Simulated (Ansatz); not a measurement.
# CrAgRh₂: reading a single point

```xyz
4
Lattice="3.2419 0.0000 0.0000 -1.6210 2.8076 0.0000 0.0000 -1.8717 6.7011" Properties=species:S:1:pos:R:3 pbc="T T T"
Cr    1.6210   -0.9359    3.3505
Rh    0.0000    0.0000    2.2495
Rh    1.6210    0.9359    4.4515
Ag    0.0000    0.0000    0.0000
```

Single point in Ansatz 0.2.0 with r2SCAN, no spin polarisation. Cutoff 500 eV, PAW datasets, 10×10×10 Γ-centred k mesh, fermi-dirac filling (width 0.1 eV).

Problem. Describe some of the short contacts.

Solution. Cr–Rh at 2.17 Å: least valence density 0.79 e/Å³ and ELF 0.23 there. Rh–Ag at 2.25 Å: least valence density 0.79 e/Å³ and ELF 0.22 there. These are pseudo-fields; inside the PAW spheres they differ from the all-electron ones.

Problem. Are the atoms at rest?

Solution. Nearly at rest: the largest force is 0.031 eV/Å.

Problem. Metal or insulator?

Solution. It is a metal, with about 2.5 states/eV a cell as the mean within 0.25 eV of the Fermi level, mostly Cr d (44 %) and Rh d (33 %).

Problem. What does the stress say?

Solution. The pressure is 48.1 GPa (compression positive), so with the atoms held at these fractions the cell would first expand. The principal stresses 26.8, 26.8, 90.7 GPa differ, so its shape would change too.

Problem. How is the charge shared?

Solution. Bader charges in e: Cr +0.74, Ag -0.01, Rh -0.37. In the mean Cr gives up most and Rh takes most.

Origin: a known structure type with other elements, at an estimated volume, so it need not be a known compound. Caveats: no spin polarisation, so a magnetic state may lie lower; atoms or cell far from equilibrium.
